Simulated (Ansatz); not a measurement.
Relaxed-ion elastic tensor of TiZnO$_{3}$ in space group R-3 (No. 148; Ti on 6c, Zn on 6c, O on 18f) in GPa (Voigt order), PBEsol (plane waves, PAW; program Ansatz); density 5.24 g/cm³, 10.22 Å³ per atom.

```
  336    173    115   19.6    5.8    0.0
  173    336    115  -19.6   -5.8    0.0
  115    115    260    0.0    0.0    0.0
 19.6  -19.6    0.0   38.3    0.0   -5.8
  5.8   -5.8    0.0    0.0   38.3   19.6
  0.0    0.0    0.0   -5.8   19.6   81.3
```

Question: Is the crystal mechanically stable?

Answer: Yes: the smallest eigenvalue of C is 30.2 GPa.

Question: Work out the Voigt, Reuss and Hill averages.

Answer: K_V = 193, K_R = 186, K_H = 190; G_V = 66.9, G_R = 50.2, G_H = 58.5 GPa.

Question: Give Young's modulus, Poisson's ratio, Pugh's ratio and the universal anisotropy index.

Answer: E = 9KG/(3K + G) = 159 GPa; ν = 0.36; K/G = 3.24 (ductile by the Pugh limit of 1.75); A_U = 5G_V/G_R + K_V/K_R − 6 = 1.70.

Question: Estimate the sound speeds and the Debye temperature.

Answer: v_l = √((K + 4G/3)/ρ) = 7150 m/s, v_t = √(G/ρ) = 3340 m/s, mean 3760 m/s; Θ = (h/k)(3n/4πV)^(1/3) v_m = 516 K.

Question: Solve the Christoffel equation for the three sound speeds along x, y, z.

Answer: Eigenvalues of C_ijkl n_j n_l equal ρv². In km/s, slowest first: x 2.42, 4.12, 8.01; y 2.63, 3.96, 8.02; z 2.70, 2.70, 7.04.

Question: How much does each axis shrink under pressure?

Answer: Linear compressibilities β_i = Σ_j S_ij (j = 1 to 3): x 1.4, y 1.4, z 2.6 per TPa.

The first step of the workflow began from a Materials Project structure, measured or hypothetical; the Crystallography Open Database copy checked does not list it. Whether it is the stable phase at ambient conditions was not checked. Symmetry was held in the PBEsol relaxation; its stability against distortions is not shown here. No spin polarisation was allowed.

Potentials: the later of the program's two PAW sets.
